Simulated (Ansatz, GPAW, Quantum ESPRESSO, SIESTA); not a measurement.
One calculation of GaGe3, 5 ways

```xyz
4
Lattice="0.0000 3.3872 3.3872 3.3872 0.0000 3.3872 3.3872 3.3872 0.0000" Properties=species:S:1:pos:R:3 pbc="T T T"
Ge    3.3872    3.3872    3.3872
Ge    5.0808    5.0808    5.0808
Ge    1.6936    1.6936    1.6936
Ga    0.0000    0.0000    0.0000
```

The cell comes from a database or a generator and needn't be the stable form of this composition.

Alike in all runs: task band structure; functional PBEsol; k mesh 7 × 7 × 7; occupations fermi-dirac, width 0.05 eV; no spin polarisation; no spin-orbit coupling. Pressure is positive in compression and, in plane waves, holds the error of the finite cutoff, which Ansatz's Pulay term estimates and takes out.

```
                                                                                      program and potentials  plane-wave cutoff (eV)                                                                                                                               notes  pressure (GPa)
                                                                                          Ansatz, Ansatz PAW                     420  potentials made for PBE, which Ansatz adapts in part; 13.75 valence electrons an atom on average; Pulay term of +0.03 GPa included           -3.93
                                                                           Quantum ESPRESSO, GBRV 1.5 PBEsol                     762                                                                                          15.25 valence electrons an atom on average           -3.93
                                                              Ansatz, all-electron LAPW, scalar-relativistic                       -                                                                                                                                   -           -3.89
SIESTA, files PseudoDojo sr-pbesol-0.4.1-standard, DZP (energy shift 0.003 Ry; two zetas on semicore shells)                       -                                                                            atomic basis; 13.75 valence electrons an atom on average           -2.31
                                                           GPAW, PAW data sets generated for this functional                     600                                                                                           3.75 valence electrons an atom on average           -4.15
```

The pressure spans -4.15 (GPAW, PAW data sets generated for this functional) to -2.31 GPa (SIESTA, files PseudoDojo sr-pbesol-0.4.1-standard, DZP (energy shift 0.003 Ry; two zetas on semicore shells)), with all-electron results at -3.89. The pressure on the cell as given of SIESTA, files PseudoDojo sr-pbesol-0.4.1-standard, DZP (energy shift 0.003 Ry; two zetas on semicore shells) lies far from the others; the cause wasn't traced. Rows in atomic bases carry the error of their basis and grid, which can be large.

Differences between rows come from potentials, basis sets and numerical settings, since the functional is the same but for its coding. Runs on potential files found faulty are left out.
